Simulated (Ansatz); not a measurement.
SiGeO3:
Space group P4mm (No. 99); a = 3.4085 Å, b = 3.4085 Å, c = 4.4036 Å, α = 90.00°, β = 90.00°, γ = 90.00°

| atom | site | symmetry | x | y | z |
|---|---|---|---|---|---|
| Si | 1b | 4mm | 0.5000 | 0.5000 | 0.6040 |
| Ge | 1a | 4mm | 0.0000 | 0.0000 | 0.1527 |
| O | 2c | 2mm. | 0.0000 | 0.5000 | 0.4827 |
| O | 1b | 4mm | 0.5000 | 0.5000 | 0.9682 |

Relaxed with r²SCAN+D4.

Problem. Which orbitals make up the states near the band edges in r²SCAN+D4 in the plane-wave PAW code Ansatz?

Solution. Top 1 eV of the valence band: O 2p 56 %, Ge 4s 36 %, Ge 4p 5 %. Bottom 1 eV of the conduction band: Ge 4p 38 %, Si 3s 22 %, Si 3p 15 %, O 2s 10 %, O 2p 6 %. Projections are on Löwdin-orthogonalised atomic valence shells; empty p or d shells of many metals are not among them.

Problem. Tabulate the density of states.

Solution. States/eV per cell of 5 atoms, in 0.25 eV bins, energy from the valence-band maximum.

```csv
E (eV),total,O 2p,Ge 4p,Si 3p
-7.85,0.77,0.59,0.01,0.13
-7.60,1.04,0.77,0.06,0.13
-7.35,2.37,1.73,0.23,0.20
-7.10,2.13,1.56,0.24,0.15
-6.85,1.64,1.18,0.17,0.12
-6.60,2.51,1.84,0.24,0.19
-6.35,1.89,1.40,0.16,0.11
-6.10,2.42,1.81,0.19,0.11
-5.85,1.91,1.46,0.17,0.09
-5.60,1.86,1.44,0.15,0.10
-5.35,2.07,1.63,0.17,0.10
-5.10,2.80,2.31,0.20,0.11
-4.85,3.11,2.65,0.20,0.09
-4.60,2.07,1.81,0.13,0.05
-4.35,2.35,2.06,0.13,0.04
-4.10,2.97,2.56,0.18,0.05
-3.85,4.16,3.49,0.28,0.05
-3.60,3.48,2.99,0.22,0.03
-3.35,3.64,3.33,0.15,0.03
-3.10,4.81,4.54,0.08,0.04
-2.85,2.15,1.97,0.05,0.01
-2.60,1.49,1.24,0.06,0.01
-2.35,0.74,0.55,0.04,0.01
-2.10,0.90,0.68,0.04,0.01
-1.85,1.30,0.93,0.06,0.01
-1.60,1.08,0.65,0.07,0.01
-1.35,1.44,0.79,0.08,0.02
-1.10,1.18,0.66,0.07,0.01
-0.85,0.83,0.46,0.05,0.01
-0.60,0.59,0.33,0.03,0.00
-0.35,0.30,0.17,0.01,0.00
-0.10,0.06,0.04,0.00,0.00
0.15,0.00,0.00,0.00,0.00
0.40,0.00,0.00,0.00,0.00
0.65,0.00,0.00,0.00,0.00
0.90,0.00,0.00,0.00,0.00
1.15,0.00,0.00,0.00,0.00
1.40,0.00,0.00,0.00,0.00
1.65,0.00,0.00,0.00,0.00
1.90,0.00,0.00,0.00,0.00
2.15,0.00,0.00,0.00,0.00
2.40,0.02,0.00,0.01,0.00
2.65,0.13,0.00,0.05,0.02
2.90,0.25,0.01,0.08,0.04
3.15,0.38,0.03,0.16,0.05
3.40,0.57,0.05,0.28,0.06
3.65,0.97,0.11,0.53,0.08
3.90,2.41,0.28,1.43,0.15
4.15,1.77,0.24,1.07,0.10
4.40,1.47,0.21,0.84,0.10
4.65,1.22,0.17,0.64,0.11
4.90,3.05,0.47,1.81,0.20
5.15,2.81,0.48,1.76,0.16
5.40,1.32,0.23,0.82,0.09
5.65,3.54,0.58,2.28,0.20
5.90,4.50,0.69,3.25,0.17
6.15,2.89,0.39,1.93,0.23
6.40,0.95,0.14,0.31,0.22
6.65,0.85,0.13,0.06,0.31
6.90,1.13,0.16,0.06,0.48
7.15,1.09,0.14,0.06,0.52
```

The start of the workflow was typed in or built on a structure type; neither database checked (COD, Materials Project) lists it. Whether it is the stable phase at ambient conditions was not checked. Symmetry was held in the r²SCAN+D4 relaxation; whether a distortion lowers the energy is not shown. Scalar-relativistic: spin–orbit coupling is off unless named, which matters more the heavier the elements.

Potentials: the later of the program's two PAW sets.
